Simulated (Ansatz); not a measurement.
ScIr (CsCl type)

```
ScIr
1.0
    3.16207     0.00000     0.00000
    0.00000     3.16207     0.00000
    0.00000     0.00000     3.16207
Sc Ir
1 1
Direct
  0.50000   0.50000   0.50000
  0.00000   0.00000   0.00000
```

The slice is a {210} plane (indices of the conventional cell) through the point (0.500, 0.500, 0.500) (fractional), spanned by u = [100] and v = [021] in vectors of this cell: u (3.16 Å) and v (7.07 Å, at 90° to u). It covers one period; positions are fractions (u, v).

These are LDA (plane waves to 420 eV, PAW, scalar-relativistic; Ansatz, a program for electronic structure) values and carry that method's errors. k mesh 15×15×15. Inside the PAW spheres the values are not all-electron values, and peaks at nuclei hang on which shells count as valence. ScIr is run without spin polarisation. ScIr was relaxed with its symmetry unable to fall. Spin-orbit coupling is left out, though Ir is heavy.

Problem. Predict the map of the electron localisation function (ELF) on the slice.

Solution. 
```
|xx@%:  .  :%@x|
|xx@*. .:. .*@x|
|@@#: .-=-. :#@|
|=-. .-===-. .-|
|   :-==-==-:  |
|..:==-----==:.|
|-====-----====|
|======+++=====|
|=====*****====|
|====+*###*+===|
|--===**#**===-|
|--===========-|
|::-==-----==-:|
|.:-===---===-:|
|..:=========:.|
|..:=+++++++=:.|
|..:=========:.|
|.:-===---===-:|
|::-==-----==-:|
|--===========-|
|--===**#**===-|
|====+*###*+===|
|=====*****====|
|======+++=====|
|-====-----====|
|..:==-----==:.|
|   :-==-==-:  |
|=-. .-===-. .-|
|@@#: .-=-. :#@|
|xx@*. .:. .*@x|
|xx@%:  .  :%@x|
|xxx@-  .  -@xx|
```
Scale: ten equal steps from 0.06 (start of ' ') to 0.74 (end of '@'), in the order ' .:-=+*#%@'. Values: electron localisation function (ELF). The map has 14 points along u (one character each, u = 0 at the left) and 32 along v (v = 0 in the bottom row). Points within 0.5 Å of a nucleus are blanked (x), as the pseudised field means little there.
